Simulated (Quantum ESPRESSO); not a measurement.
## MoTa2Mg3ScSn (input and log of a self-consistent run)

Simulated, not a measurement. The program is pw.x of Quantum ESPRESSO 7.5 (plane-wave density functional theory). The cell is made up: eight metal atoms on a hexagonal close-packed lattice, with elements, volume, strain and displacements drawn at random and not relaxed, so it may be unstable or far from any real phase. PseudoDojo standard norm-conserving files set the functional (PBE unless stated); there is no spin polarisation or spin-orbit coupling, the Fermi-Dirac width of 0.25 eV means electrons at about 2900 K, and the masses in the input are unused placeholders. The tin pseudopotential is less sure than most, with forces differing by about three percent from a second method on plain tin. Heavy elements are run without spin-orbit coupling, which real alloys of them have. A spin test at this wide smearing found no moment, but such smearing suppresses magnetism that the real alloy may have.

Input:

```
&control calculation='scf', pseudo_dir='./dojo.nc.sr.pbe.v0_5.standard.upf', outdir='./o', disk_io='minimal', tprnfor=.true., tstress=.true. /
&system ibrav=0, nat=8, ntyp=5, nbnd=61, ecutwfc=84.00895049, nosym=.true., tot_charge=0,
 occupations='smearing', smearing='fd', degauss=0.0183746611
/
&electrons conv_thr=1.470e-08, electron_maxstep=70, mixing_beta=0.5 /
ATOMIC_SPECIES
Mg 1.0 Mg.upf
Mo 1.0 Mo.upf
Sc 1.0 Sc.upf
Sn 1.0 Sn.upf
Ta 1.0 Ta.upf
CELL_PARAMETERS angstrom
0.0 0.0 -4.8557
0.0 5.2968 0.0
6.1162 0.0 0.0
ATOMIC_POSITIONS angstrom
Mo -0.1146 -0.0176 0.0772
Ta 3.1187 -0.2067 0.0113
Mg 1.6576 2.5246 -0.0981
Sc 4.6754 2.7559 0.0429
Mg -0.0497 1.777 -2.5046
Ta 3.0972 1.7479 -2.246
Mg 1.4746 4.3916 -2.3894
Sn 4.6178 4.4772 -2.5018
K_POINTS automatic
5 5 4 1 1 1
```

The log is shortened where brackets say so; the opening notice, blank lines, dates and the lines on written files are dropped, and the path of the files is cut. It prints rydbergs, bohrs and kilobars, and counts compression as positive stress. Its total energy is the free energy E - TS of the whole cell.

```
     Program PWSCF v.7.5
     Parallel version (MPI & OpenMP), running on       4 processor cores
     Number of MPI processes:                 4
     Threads/MPI process:                     1
     [start-up lines left out]
     bravais-lattice index     =            0
     lattice parameter (alat)  =       9.1759  a.u.
     unit-cell volume          =    1061.5579 (a.u.)^3
     number of atoms/cell      =            8
     number of atomic types    =            5
     number of electrons       =        95.00
     number of Kohn-Sham states=           61
     kinetic-energy cutoff     =      84.0090  Ry
     charge density cutoff     =     336.0358  Ry
     scf convergence threshold =      1.5E-08
     mixing beta               =       0.5000
     number of iterations used =            8  plain     mixing
     Exchange-correlation= PBE
                           (   1   4   3   4   0   0   0)
     [axes and pseudopotential details left out]
   Cartesian axes
     site n.     atom                  positions (alat units)
         1        Mo     tau(   1) = (  -0.0236011  -0.0036246   0.0158988  )
         2        Ta     tau(   2) = (   0.6422761  -0.0425685   0.0023272  )
         3        Mg     tau(   3) = (   0.3413720   0.5199250  -0.0202031  )
         4        Sc     tau(   4) = (   0.9628684   0.5675598   0.0088350  )
         5        Mg     tau(   5) = (  -0.0102354   0.3659617  -0.5158062  )
         6        Ta     tau(   6) = (   0.6378483   0.3599687  -0.4625492  )
         7        Mg     tau(   7) = (   0.3036843   0.9044216  -0.4920815  )
         8        Sn     tau(   8) = (   0.9510060   0.9220504  -0.5152295  )
     number of k points=    50  Fermi-Dirac smearing, width (Ry)=  0.0184
                       cart. coord. in units 2pi/alat
        k(    1) = (   0.0992385   0.0916723  -0.1000000), wk =   0.0400000
        k(    2) = (   0.2977155   0.0916723  -0.1000000), wk =   0.0400000
     [further k points left out]
     Dense  grid:   110409 G-vectors     FFT dimensions: (  54,  60,  72)
     Estimated max dynamical RAM per process >     355.04 MB
     Estimated total dynamical RAM >       1.31 GB
     Initial potential from superposition of free atoms
     starting charge      94.9902, renormalised to      95.0000
     Starting wfcs are   64 randomized atomic wfcs
     total cpu time spent up to now is        4.8 secs
     per-process dynamical memory:   271.2 Mb
     Self-consistent Calculation
     iteration #  1     ecut=    84.01 Ry     beta= 0.50
     Davidson diagonalization with overlap
     ethr =  1.00E-02,  avg # of iterations =  4.5
     total cpu time spent up to now is       15.9 secs
     total energy              =   -1010.85628889 Ry
     estimated scf accuracy    <       1.31773741 Ry
     iteration #  2     ecut=    84.01 Ry     beta= 0.50
     Davidson diagonalization with overlap
     ethr =  1.39E-03,  avg # of iterations =  5.6
     total cpu time spent up to now is       28.6 secs
     total energy              =   -1010.59747443 Ry
     estimated scf accuracy    <      14.02918366 Ry
     iteration #  3     ecut=    84.01 Ry     beta= 0.50
     Davidson diagonalization with overlap
     ethr =  1.39E-03,  avg # of iterations =  3.1
     total cpu time spent up to now is       38.8 secs
     total energy              =   -1011.52788664 Ry
     estimated scf accuracy    <       0.94677513 Ry
     iteration #  4     ecut=    84.01 Ry     beta= 0.50
     Davidson diagonalization with overlap
     ethr =  9.97E-04,  avg # of iterations =  2.6
     total cpu time spent up to now is       48.0 secs
     total energy              =   -1011.59783778 Ry
     estimated scf accuracy    <       0.17912375 Ry
     iteration #  5     ecut=    84.01 Ry     beta= 0.50
     Davidson diagonalization with overlap
     ethr =  1.89E-04,  avg # of iterations =  6.8
     total cpu time spent up to now is       60.5 secs
     total energy              =   -1011.60588404 Ry
     estimated scf accuracy    <       0.04275527 Ry
     [iterations 6 to 8 left out]
     iteration #  9     ecut=    84.01 Ry     beta= 0.50
     Davidson diagonalization with overlap
     ethr =  1.53E-07,  avg # of iterations =  4.6
     total cpu time spent up to now is      100.0 secs
     total energy              =   -1011.61578534 Ry
     estimated scf accuracy    <       0.00003144 Ry
     iteration # 10     ecut=    84.01 Ry     beta= 0.50
     Davidson diagonalization with overlap
     ethr =  3.31E-08,  avg # of iterations =  2.1
     total cpu time spent up to now is      109.2 secs
     total energy              =   -1011.61578701 Ry
     estimated scf accuracy    <       0.00002206 Ry
     iteration # 11     ecut=    84.01 Ry     beta= 0.50
     Davidson diagonalization with overlap
     ethr =  2.32E-08,  avg # of iterations =  2.0
     total cpu time spent up to now is      118.0 secs
     total energy              =   -1011.61578907 Ry
     estimated scf accuracy    <       0.00000079 Ry
     iteration # 12     ecut=    84.01 Ry     beta= 0.50
     Davidson diagonalization with overlap
     ethr =  8.33E-10,  avg # of iterations =  5.0
     total cpu time spent up to now is      128.7 secs
     total energy              =   -1011.61578925 Ry
     estimated scf accuracy    <       0.00000014 Ry
     iteration # 13     ecut=    84.01 Ry     beta= 0.50
     Davidson diagonalization with overlap
     ethr =  1.51E-10,  avg # of iterations =  2.0
     total cpu time spent up to now is      137.7 secs
     End of self-consistent calculation
     [lines on levels left out]
!    total energy              =   -1011.61578927 Ry
     estimated scf accuracy    <          7.2E-09 Ry
     smearing contrib. (-TS)   =      -0.09622538 Ry
     internal energy E=F+TS    =   -1011.51956389 Ry
     The total energy is F=E-TS. E is the sum of the following terms:
     one-electron contribution =    -415.89552601 Ry
     hartree contribution      =     231.78476820 Ry
     xc contribution           =    -187.75651583 Ry
     ewald contribution        =    -639.65229025 Ry
     convergence has been achieved in  13 iterations
     Forces acting on atoms (cartesian axes, Ry/au):
     atom    1 type  2   force =    -0.00074618    0.01854698   -0.03241515
     atom    2 type  5   force =    -0.01398045    0.09008468   -0.02072460
     atom    3 type  1   force =    -0.03010248   -0.00269096    0.04408557
     atom    4 type  3   force =     0.00429761   -0.04415473   -0.01818849
     atom    5 type  1   force =     0.03139353   -0.01574355    0.01968469
     atom    6 type  5   force =     0.01600430   -0.04353199   -0.04425323
     atom    7 type  1   force =     0.00239471    0.00660427   -0.00447428
     atom    8 type  4   force =    -0.00926103   -0.00911470    0.05628550
     Total force =     0.156295     Total SCF correction =     0.000324
     Computing stress (Cartesian axis) and pressure
          total   stress  (Ry/bohr**3)                   (kbar)     P=        6.65
  -0.00006163  -0.00012194  -0.00001154           -9.07      -17.94       -1.70
  -0.00012194   0.00000259   0.00006324          -17.94        0.38        9.30
  -0.00001154   0.00006324   0.00019461           -1.70        9.30       28.63
     init_run     :      4.43s CPU      4.62s WALL (       1 calls)
     electrons    :    131.61s CPU    132.88s WALL (       1 calls)
     forces       :      1.58s CPU      1.60s WALL (       1 calls)
     stress       :      5.48s CPU      5.52s WALL (       1 calls)
     [timing details left out]
     PWSCF        :   2m23.31s CPU   2m24.89s WALL
     JOB DONE.
```

In other units: free energy -13763.734 eV for the cell, pressure 0.66 GPa, largest force component 2.316 eV/Å in size. The run took 147 s of wall time with four MPI processes on a shared machine (Intel Xeon, 2023 or later, virtual cores), so the time is rough. A rerun of this cell at a higher cutoff and on a denser mesh moved values by no more than 0.003 eV in energy, 0.04 GPa in stress and 0.008 eV/Å in force, and a second program with other atomic files agreed on that cell to 2 % rms in force and 0.5 GPa in pressure.